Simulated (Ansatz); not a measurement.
## Structure relaxation, Ti

The start is a generated trial cell of Ti in the AFLOW prototype A_cI16_220_c (as in Li). A full variable-cell relaxation at zero pressure is run with PBEsol (plane waves to 420 eV, PAW, scalar-relativistic; Ansatz, an electronic-structure program). First-step values are on the input's coarse k-mesh.

Ansatz input (later rounds restart from its end on a renewed k-mesh):
Ansatz 0.2 input:
```yaml
crystal:
  lattice:
    - [-3.2805684, 3.2805684, 3.2805684]
    - [3.2805684, -3.2805684, 3.2805684]
    - [3.2805684, 3.2805684, -3.2805684]
  atoms:
    - { symbol: Ti, position: [0.402, 0.402, 0.402] }
    - { symbol: Ti, position: [0.5, 0, 0.098] }
    - { symbol: Ti, position: [0, 0.098, 0.5] }
    - { symbol: Ti, position: [0.098, 0.5, 0] }
    - { symbol: Ti, position: [0.902, 0.902, 0.902] }
    - { symbol: Ti, position: [0.5, 0, 0.598] }
    - { symbol: Ti, position: [0, 0.598, 0.5] }
    - { symbol: Ti, position: [0.598, 0.5, 0] }
basis: { ecutwfc: 420, ecutrho_ratio: 4, xc_grid: 2, fft_grid_basis: typed }
kpoints: { mp_grid: { grid: [7, 7, 7] } }
hamiltonian:
  xc: pbesol
  dispersion: none
  pseudopotentials: { azcp: { folder: ./paw }, kind: paw }
scf: { occupations: { method: fermi_dirac, width: 0.05 } }
relax: { f_tol: 0.01, max_steps: 100, cell: { stress_tol: 0.02 } }
output: { forces: true, stress: true }
```

### Question
What pressure does the first self-consistent step give?

### Answer
-2.8 GPa (negative: the cell is under tension).

### Question
What is the largest force in the starting geometry, and on which atom (counted from 1)?

### Answer
1.55 eV/Å, on Ti1, Ti2, Ti3, Ti4, Ti5, Ti6, Ti7, Ti8 (atoms numbered as listed).

### Question
By how much does the energy per atom fall from start to end?

### Answer
0.28 eV/atom.

### Question
How does the volume per atom move from start to end?

### Answer
-5.7 %, from 17.65 to 16.65 Å³/atom.

### Question
What band gap does the relaxed structure have at this level?

### Answer
Zero (metallic).

### Question
What does it relax into? Give the structure.

### Answer

```cif
data_Ti16
_chemical_formula_sum 'Ti16'
_space_group_name_H-M_alt 'I-43d'
_space_group_IT_number 220
_space_group_name_Hall 'I -4bd 2c 3'
_cell_length_a 6.43404
_cell_length_b 6.43404
_cell_length_c 6.43404
_cell_angle_alpha 90.000
_cell_angle_beta 90.000
_cell_angle_gamma 90.000
loop_
_atom_site_label
_atom_site_type_symbol
_atom_site_symmetry_multiplicity
_atom_site_Wyckoff_symbol
_atom_site_fract_x
_atom_site_fract_y
_atom_site_fract_z
_atom_site_occupancy
Ti1 Ti 16 c 0.22983 0.22983 0.22983 1
```
(The calculation used a cell of 8 atoms; values per cell refer to that cell.)

The space group stays I-43d (No. 220) (the run could not lower it); the end is AFLOW prototype A_cI16_220_c (as in Li), with 8 atoms in the primitive cell. Final values are on a 10×10×10 k-mesh of the relaxed cell. No spin polarisation in the result.

The run could not lower the symmetry of its start; a shaken copy of this end point relaxes with PBEsol to P6₃/mmc (No. 194), 0.06 eV/atom lower.

The relaxed structure here is a generated cell of Ti: the first start was made by placing the elements on the sites of a structure type, and the end was not matched to a known phase here, so it may be hypothetical. Known forms of Ti include space group No. 194.
